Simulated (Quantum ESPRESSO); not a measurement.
## Ga3SiCN3 (convergence and cost over cutoff and k mesh)

A calculation, not a measurement. The program is pw.x of Quantum ESPRESSO 7.5 (plane-wave density functional theory). The cell is made up: 8 atoms on a zincblende/diamond lattice, with randomly drawn elements, strain and displacements, not relaxed. PseudoDojo standard norm-conserving files (v0.5 for PBE, v0.4.1 for LDA and PBEsol) set the functional; there is no spin polarisation, spin-orbit coupling or dispersion term, and the masses in the input are unused placeholders.

Input of the run in row 4:

```
&control calculation='scf', pseudo_dir='./dojo.nc.sr.pbe.v0_5.standard.upf', outdir='./o', disk_io='medium', tprnfor=.true., tstress=.true. /
&system ibrav=0, nat=8, ntyp=4, nbnd=37, ecutwfc=84.00895049, nosym=.true., tot_charge=0,
 occupations='smearing', smearing='fd', degauss=0.0018374661
/
&electrons conv_thr=7.350e-09, electron_maxstep=60, /
ATOMIC_SPECIES
C 1.0 C.upf
Ga 1.0 Ga.upf
N 1.0 N.upf
Si 1.0 Si.upf
CELL_PARAMETERS angstrom
4.5251 0.0 0.0
0.0 4.5251 0.0
0.0 0.0 4.5251
ATOMIC_POSITIONS angstrom
Ga 0.0608 -0.0106 -0.0312
Ga -0.0167 2.2254 2.3075
Si 2.26 0.0084 2.2743
Ga 2.29 2.2933 -0.0156
C 1.1671 1.1249 1.134
N 1.1603 3.4181 3.327
N 3.4084 1.1103 3.4172
N 3.3864 3.4866 1.0966
K_POINTS automatic
4 4 4 1 1 1
```

The same cell was run at these settings. Meshes are shifted by half a step, and differences are from the last row, which is itself not exact.

| cutoff (eV) | k mesh | k points solved | threshold (eV) | free energy less the last row's (eV) | pressure (GPa) | largest stress difference (GPa) | largest force difference (eV/Å) | iterations | wall time (s) | k-point pools | processor |
| --- | --- | --- | --- | --- | --- | --- | --- | --- | --- | --- | --- |
| 800 | 2 x 2 x 2 | 4 | 1e-04 | 2.997 | -48.20 | 45.46 | 0.061 | 9 | 20 | 1 | AMD EPYC, Zen 5 class |
| 1143 | 1 x 1 x 1 | 1 | 1e-07 | 6.776 | -0.92 | 1.91 | 0.470 | 12 | 19 | 1 | AMD EPYC, Zen 5 class |
| 827 | 4 x 4 x 4 | 32 | 1e-07 | 1.717 | -33.82 | 31.02 | 0.017 | 12 | 127 | 1 | AMD EPYC, Zen 5 class |
| 1143 | 4 x 4 x 4 | 32 | 1e-07 | 0.004 | -2.79 | 0.01 | 0.001 | 12 | 164 | 1 | AMD EPYC, Zen 5 class |
| 1437 | 6 x 6 x 6 | 108 | 1e-07 | 0.000 | -2.79 | 0.00 | 0.000 | 12 | 676 | 1 | AMD EPYC, Zen 5 class |

Each pool is one process. Wall times include start-up and a band step at six k points, which weighs most on the coarsest meshes. The runs were on shared virtual cores whose load varied, so times are rough.